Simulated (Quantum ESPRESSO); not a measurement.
AsSiO3F3, a curve over one atom's position

Simulated, not a measurement. The program is pw.x of Quantum ESPRESSO 7.5 (plane-wave density functional theory). The cell is made up: 8 atoms on a quartz lattice with one site empty, with randomly drawn elements, strain and displacements, not relaxed. PseudoDojo standard norm-conserving files (v0.5 for PBE, v0.4.1 for LDA and PBEsol) set the functional; there is no spin polarisation, spin-orbit coupling or dispersion term, and the masses in the input are unused placeholders.

Seven runs move atom 3 (O, counted in the order of the input) along y and keep all else fixed.

Input of the run at +0.0158:

```
&control calculation='scf', pseudo_dir='./dojo.nc.sr.pbe.v0_5.standard.upf', outdir='./o', disk_io='low', tprnfor=.true., tstress=.true. /
&system ibrav=0, nat=8, ntyp=4, nbnd=35, ecutwfc=84.00895049, nosym=.true., tot_charge=0,
 occupations='smearing', smearing='fd', degauss=0.0018374661
/
&electrons conv_thr=7.350e-09, electron_maxstep=60, /
ATOMIC_SPECIES
As 1.0 As.upf
F 1.0 F.upf
O 1.0 O.upf
Si 1.0 Si.upf
CELL_PARAMETERS angstrom
5.2133 0.0 0.0
-2.6067 4.5149 0.0
0.0 0.0 5.7538
ATOMIC_POSITIONS angstrom
As 2.4527 -0.0083 3.8194
Si 1.38 2.3765 0.025
O 1.4667 1.2072 4.5642
O 3.4758 0.6397 2.6302
F 2.9363 2.6558 0.6826
F 0.3567 1.8679 1.2039
F -1.1148 3.3269 3.1382
O 0.8018 3.8352 5.0765
K_POINTS automatic
5 5 4 1 1 1
```

```
shift of atom 3 along y (Å)  free energy less that of the input shown (eV)  Fx on atom 3 (eV/Å)  Fy on atom 3 (eV/Å)  Fz on atom 3 (eV/Å)  pressure (GPa)  next band up at Gamma (eV)  iterations
                    -0.1457                                         0.4140               -2.806                4.366                3.787           -5.30                       2.494          12
                    -0.1176                                         0.3005               -2.335                3.719                3.339           -5.65                       2.501          12
                    -0.0956                                         0.2241               -2.001                3.224                3.001           -5.89                       2.501          12
                    +0.0158                                         0.0000               -0.688                0.825                1.357           -6.48                       2.438          12
                    +0.0513                                        -0.0161               -0.379                0.083                0.818           -6.46                       2.396          12
                    +0.1236                                         0.0325                0.132               -1.430               -0.373           -6.12                       2.284          12
```

Question: one run is left out of the table, at +0.0334. Estimate its Fy on atom 3 (eV/Å).

Answer: 0.457. The whole row:

```
shift of atom 3 along y (Å)  free energy less that of the input shown (eV)  Fx on atom 3 (eV/Å)  Fy on atom 3 (eV/Å)  Fz on atom 3 (eV/Å)  pressure (GPa)  next band up at Gamma (eV)  iterations
                    +0.0334                                        -0.0113               -0.529                0.457                1.092           -6.48                       2.418          12
```

A cubic fit gives dFy/dy = -21.09 eV/Å² at zero shift. Across the table the free energy follows the integral of the force to within 0.1 meV. A rerun of one of the cells at 1437 eV and a 7 x 7 x 6 mesh moved values by no more than 0.004 eV in energy, 0.02 GPa in stress and 0.003 eV/Å in force. The band column is the level of band 30 at Gamma less that of band 29, whose number is half the electron count, rounded up; it comes from a band step after each run.